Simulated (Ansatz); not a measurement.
# Si3C: from a guess to a relaxed structure

Theory: DFT PBE, scalar-relativistic, plane waves, PAW in Ansatz 0.2.0. Cutoff 420 eV, Gaussian smearing, Γ-centred meshes. Cell and atoms relax first on a coarse mesh and then on a finer one. In between, the cell is made exact in the group found at 0.06 Å. In metals the finer mesh still leaves noise of several meV/atom or more. The steps can't lower the symmetry of their start. No spin polarisation.

A trial structure of Si3C was built thus: random cell by space group and Wyckoff sites (P6/mmm, No. 191). Its size is a rough estimate.

```xyz
4
Lattice="3.1532 0.0000 0.0000 -1.5766 2.7308 0.0000 0.0000 0.0000 4.4426" Properties=species:S:1:pos:R:3 pbc="T T T"
Si    1.5766    0.0000    2.2213
Si   -0.7883    1.3654    2.2213
Si    0.7883    1.3654    2.2213
C     0.0000    0.0000    2.2213
```

Energies over the elements count from the elements' standard structures at the same level, with no fitted energy shifts.

Q: Which structure results?

A: The symmetry stays P6/mmm (No. 191). The volume per atom grows by 33.1 %, from 9.6 to 12.7 Å³. The shortest distance goes from 1.58 Å (Si–C and Si–Si) to 2.43 Å (C–C and Si–Si). The ratio c/a of the conventional cell changes by a factor of 0.35. The energy falls by about 12.5 eV/atom (the start's value is from the coarse mesh). Conventional cell: a = 4.915 Å, c = 2.433 Å. Si is surrounded by 6 Si at 2.43–2.46 Å and 2 C at 2.46 Å; around C lie 2 C at 2.43 Å and 6 Si at 2.46 Å.

```cif
data_structure
_symmetry_space_group_name_H-M 'P6/mmm'
_symmetry_Int_Tables_number 191
_cell_length_a 4.9148
_cell_length_b 4.9148
_cell_length_c 2.4331
_cell_angle_alpha 90.000
_cell_angle_beta 90.000
_cell_angle_gamma 120.000
_cell_volume 50.90
loop_
_atom_site_label
_atom_site_type_symbol
_atom_site_symmetry_multiplicity
_atom_site_Wyckoff_symbol
_atom_site_fract_x
_atom_site_fract_y
_atom_site_fract_z
_atom_site_occupancy
Si1 Si 3 g 0.50000 0.00000 0.50000 1
C1 C 1 b 0.00000 0.00000 0.50000 1
```

Q: How does it come out in energy, and is it a metal?

A:

- Formation energy: +1.22 eV/atom
- Gap on the 12×12×18 mesh of the 4-atom cell: 0 eV (a metal)

The separate elements lie lower, so it is unstable against them.

The last run used Gaussian smearing of 0.10 eV. The reference form of C is held partly by dispersion forces, which this level lacks. Symmetry constrained the relaxation, so the result can be a saddle point.
